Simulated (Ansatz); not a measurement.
CH2F2 on a (100) slab of WC (P-6m2 (No. 187)), 6 planes, outer planes W (top) and C (bottom), 1 a cell of 32.9 Å², relaxed and still whole (its atoms last):

```xyz
29
Lattice="5.6653 0.0000 0.0000 0.0000 5.8038 0.0000 0.0000 0.0000 25.7543" Properties=species:S:1:pos:R:3 pbc="T T T"
C     1.4163    0.0000    8.0000
C     1.4163    2.9019    8.0000
C     4.2490    0.0000    8.0000
C     4.2490    2.9019    8.0000
W     0.0000    4.3529    8.8377
W     0.0000    1.4510    8.8377
W     2.8327    4.3529    8.8377
W     2.8327    1.4510    8.8377
C     1.4163    4.3529   10.5131
C     1.4163    1.4510   10.5131
C     4.2490    4.3529   10.5131
C     4.2490    1.4510   10.5131
W     0.0000    2.9008   11.3606
W     0.0000    0.0013   11.3613
W     2.8326    2.9005   11.3615
W     2.8327    0.0014   11.3621
C     1.4164    2.8983   13.0530
C     1.4160    0.0037   13.0551
C     4.2486    2.8982   13.0540
C     4.2492    0.0036   13.0555
W     0.0002    1.4525   13.8385
W     0.0003    4.3517   13.8333
W     2.8325    1.4511   13.8470
W     2.8320    4.3521   13.8237
F     2.7582    1.5963   16.9594
C     2.4821    2.8253   17.5262
F     1.2023    2.7910   18.0109
H     2.5451    3.5926   16.7350
H     3.1824    2.9830   18.3581
```

Method: DFT PBE+D3(BJ), scalar-relativistic, plane waves, PAW (Ansatz). Cutoff 420 eV; k points 4×3×1 on the computed 29-atom cell (Γ-centred); Gaussian smearing, width 0.10 eV; no spin polarisation. The cell repeats along c with a dipole correction in the vacuum.

It binds with 0.25 eV a molecule against the clean slab and the free molecule (no zero-point or thermal terms); its shortest contact is H–W 3.02 Å. Take first-order desorption with no barrier to adsorption, no reaction on the face and an assumed prefactor of 10^13 s⁻¹.

(1) How long does a molecule stay at 300 K?

(2) Where does its peak lie in a desorption experiment heated at 1 K/s?

(3) Is this physisorption or chemisorption?

Spin polarisation was left out, and a magnetic state may lie lower.

## Answers

(1) τ = ν⁻¹·exp(E/k_BT) with k_BT = 0.0259 eV: E/k_BT = 9.7, so τ ≈ 2×10^-9 s. At about one hit a site a second (10⁻⁶ mbar) the coverage is near τ × 1 s⁻¹, so a layer needs roughly 6×10^2 mbar.

(2) The peak obeys E/(k_B·T_p²) = (ν/β)·exp(−E/k_BT_p). Solving gives T_p ≈ 93 K (E/k_BT_p = 31.0). An error of 0.1 eV in E moves it by about 37 K, and larger molecules have larger prefactors, which lowers it.

(3) The tightest contact, F–W 3.12 Å, is 1.42 times the sum of covalent radii, and deformation and lateral interaction add up to -0.04 eV; about 0.02 e cross the plane between them. This is physisorption.